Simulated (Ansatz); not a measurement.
## Relaxation path: Si₂W (MoSi2 type)

DFT, LDA, PAW with Ansatz's default frozen-core files, scalar-relativistic (Ansatz 0.2.0); a Γ-centred 14×14×14 k mesh, Fermi–Dirac smearing of 0.08 eV, no spin polarisation. The run relaxes shape and atoms at held volume.

Command: `ansatz run input.yaml --threads 1 --pin off --max-ram 3072MiB --backend cpu --events-out ev --progress --plain --runs-dir out` It took 58 s on 1 thread of Intel(R) Xeon(R) Processor @ 2.50GHz (Skylake/Cascade Lake), with other jobs on the host, peak memory 0.43 GiB.

```yaml
crystal:
  lattice:
    - [-1.4783956469, 1.4783956469, 3.6073372352]
    - [1.4783956469, -1.4783956469, 3.6073372352]
    - [1.4783956469, 1.4783956469, -3.6073372352]
  atoms:
    - { symbol: W, position: [0.0, 0.0, 0.0] }
    - { symbol: Si, position: [0.3346524719, 0.3346524719, 0.0] }
    - { symbol: Si, position: [-0.3346524719, -0.3346524719, 0.0] }
kpoints:
  mp_grid: { grid: [14, 14, 14] }
scf:
  occupations: { method: fermi_dirac, width: 0.08 }
hamiltonian:
  xc: lda
  pseudopotentials: { kind: paw }
output:
  forces: true
  stress: true
relax:
  f_tol: 0.005
  max_steps: 30
  cell: { stress_tol: 0.11, fix: [volume] }
```

Each step lists its free energy a cell above the last geometry, the pressure, the cell vectors (Å), and Cartesian positions (Å) with forces (eV/Å).

The first step:

```
step 1  dF = 31.85 meV  P = 87.1 GPa
  cell -1.4784 1.4784 3.6073  1.4784 -1.4784 3.6073  1.4784 1.4784 -3.6073
  W 0.0000 0.0000 0.0000   0.0000 0.0000 0.0000
  Si 0.0000 0.0000 2.4144   0.0000 0.0000 -0.7626
  Si 0.0000 0.0000 -2.4144   0.0000 0.0000 0.7626
```

Spin–orbit coupling is left out, which matters for the heavy atoms. The PAW files were made under PBE. The structure type is held throughout; the real material can change phase at far lower pressure.

The symmetry of the start is kept and no stability test is made, so the end need not be the stable phase.

Problem. Where does the relaxation end, and by which steps?

Solution. After 4 geometries, with conventional a, b, c = 2.938, 2.938, 7.307 Å, at 10.513 Å³/atom and 85.5 GPa in space group I4/mmm, with a shortest distance of 2.395 Å. The further steps:
```
step 2  dF = 4.06 meV  P = 85.9 GPa
  cell -1.4701 1.4701 3.6479  1.4701 -1.4701 3.6479  1.4701 1.4701 -3.6479
  W 0.0000 0.0000 0.0000   0.0000 0.0000 0.0000
  Si 0.0000 0.0000 2.4293   0.0000 0.0000 -0.3759
  Si 0.0000 0.0000 -2.4293   0.0000 0.0000 0.3759
step 3  dF = 0.26 meV  P = 85.5 GPa
  cell -1.4688 1.4688 3.6548  1.4688 -1.4688 3.6548  1.4688 1.4688 -3.6548
  W 0.0000 0.0000 0.0000   0.0000 0.0000 0.0000
  Si 0.0000 0.0000 2.4257   0.0000 0.0000 -0.0936
  Si 0.0000 0.0000 -2.4257   0.0000 0.0000 0.0936
step 4  dF = 0.00 meV  P = 85.5 GPa
  cell -1.4691 1.4691 3.6534  1.4691 -1.4691 3.6534  1.4691 1.4691 -3.6534
  W 0.0000 0.0000 0.0000   0.0000 0.0000 0.0000
  Si 0.0000 0.0000 2.4223   0.0000 0.0000 -0.0024
  Si 0.0000 0.0000 -2.4223   0.0000 0.0000 0.0024
step 5  dF = -0.02 meV  P = 85.5 GPa  (same geometry on a basis chosen anew; earlier energies don't compare to the last digit)
  cell -1.4691 1.4691 3.6534  1.4691 -1.4691 3.6534  1.4691 1.4691 -3.6534
  W 0.0000 0.0000 0.0000   0.0000 0.0000 0.0000
  Si 0.0000 0.0000 2.4223   0.0000 0.0000 -0.0024
  Si 0.0000 0.0000 -2.4223   0.0000 0.0000 0.0024
```
